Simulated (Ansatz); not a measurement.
Task: MoS₂ in space group R3m (No. 160; Mo on 3a, S on 3a, S on 3a) is relaxed with PBE (plane waves, PAW; program Ansatz). What lattice parameters of the conventional cell result?

Result: a = 3.185 Å, c = 22.292 Å.

Task: Give the free coordinates with the occupied sites.

Result: In one choice of origin and axes:

| atom | site | symmetry | x | y | z |
|---|---|---|---|---|---|
| Mo | 3a | 3m | 0.0000 | 0.0000 | 0.0002 |
| S | 3a | 3m | 0.0000 | 0.0000 | 0.5968 |
| S | 3a | 3m | 0.0000 | 0.0000 | 0.7370 |

Task: Is it a metal or does it have a gap at this level?

Result: A gap of 1.45 eV, indirect.

The PBE relaxation kept the symmetry of its start. The run is not spin-polarised. A crystal of weakly bound layers computed without a dispersion correction: the cell and the soft elastic constants depend strongly on that. Scalar-relativistic: spin–orbit coupling is off unless named, which matters more the heavier the elements.

Potentials: the earlier of the program's two PAW sets.
